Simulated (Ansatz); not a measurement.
Task: Ε∞ from LDA minus that from PBE (% of the latter), each on its own relaxed cell (Ansatz, a program for electronic structure, plane waves, PAW; no spin–orbit coupling, no Hubbard U), over 22 phases of the class «halides»: what sign and size do you expect?

Result: Mean 10 %, median 8 %, mean absolute 10 %; eight in ten lie between 4 and 17 %, and 100 % are above zero.

Some cases that may be named, with their rank among the 22 from the lowest: CdF2, fluorite 3 % (rank 1); LiF, rock salt 3 % (rank 2); LiCl, rock salt 8 % (rank 11); SrCl2, fluorite 9 % (rank 12); AgBr, rock salt 17 % (rank 20); AgCl, rock salt 18 % (rank 21).

The phases are those computed here (of each formula those with measured values and the lowest at some level), not a balanced benchmark, and neither functional is the truth. Pairs that end in unlike spin orders or unlike minima (c/a over 6 % apart, 30 % for weakly bound crystals), magnets with 4f shells, solids of gases and phases set aside for tests are left out.

All cells were relaxed under the symmetry of their starts (and spin orders); stability against distortions was not tested throughout. Named crystals with no word on spin ran without spin polarisation. Spin–orbit coupling is left out wherever it is not named.

Potentials: the later of the program's two PAW sets.

Ansatz is a plane-wave DFT program.
